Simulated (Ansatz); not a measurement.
MnPt:
```
CELL_PARAMETERS angstrom
      4.00786     0.00000     0.00000
      0.00000     4.00786     0.00000
      0.00000     0.00000     3.66004
ATOMIC_POSITIONS crystal
  Mn 0.00000 0.00000 0.00000
  Mn 0.50000 0.50000 0.00000
  Pt 0.50000 0.00000 0.50000
  Pt 0.00000 0.50000 0.50000
```
Starting moments (μB, in the order of the atoms Mn Mn Pt Pt): 4.2 -4.2 0.0 0.0.

Relaxed with r²SCAN.

### Question
Map the electron localisation function on the plane through (0.000, 0.000, 0.000) spanned by u = [1, 0, 1] and v = [0, 1, 1] in lattice vectors, from r²SCAN in the plane-wave PAW code Ansatz.

### Answer
x is the fraction of u, y of v (the angle between them is 63°; rows are the nearest grid lines); atoms in the plane: Mn at (0.00, 0.00), Mn at (0.50, 0.50), Pt at (0.50, 0.00), Pt at (0.00, 0.50).
```
|9985101223567667653221015899|
|9986200222466767664221003689|
|8876300122346677654222100368|
|1232100122222455442112210001|
|0000000122222233322112222100|
|1000000111122222211122222211|
|2211111110001122222222111222|
|2222221100000001222221112222|
|3222221000111000012221223443|
|6643222001467753000222346666|
|7664222101478986300122356777|
|6765422100479998520022356766|
|6676532200258999740012245676|
|7776532210036898741012224667|
|6666432220003577641002223466|
|3443221222100001110001222223|
|2222111222221000000011222222|
|2221112222222211000111111122|
|1122222211122222211110000001|
|0012222112233322222210000000|
|1000122112445542222210012321|
|8630012224567766432210036788|
|9863001224667676642220026899|
|9985101223567667653221015899|
```
Scale: ten equal steps from 0.133 (start of '0') to 0.905 (end of '9'), in the order '0123456789'; x runs from 0.000 to 1.00, y from 0.000 (bottom) to 1.00 (top).

The density is the valence pseudo-density with augmentation charge, so density and ELF within about 1 Å of a nucleus are not all-electron values.

Space group P4/mmm (L1₀ or tetragonal B2). The start of the workflow was typed in or built on a structure type; the Crystallography Open Database files this formula in space group No. 123, but the cells were not matched. Its standing as an ambient phase is unchecked. The r²SCAN relaxation kept the symmetry of its start, as lowered by the spin order; whether a distortion lowers the energy is not shown. Spin order of the final state: antiferromagnetic, chosen from 5 collinear starts compared on coarse meshes (ties went to the first, and starts can fall back to one state), not a proven ground state. Other orbital occupations within this spin state were not tried. For itinerant 3d metals, meta-GGAs of the SCAN family and hybrids are commonly reported to give too large moments. Scalar-relativistic: spin–orbit coupling is off unless named, which matters more the heavier the elements.

Potentials: the later of the program's two PAW sets.
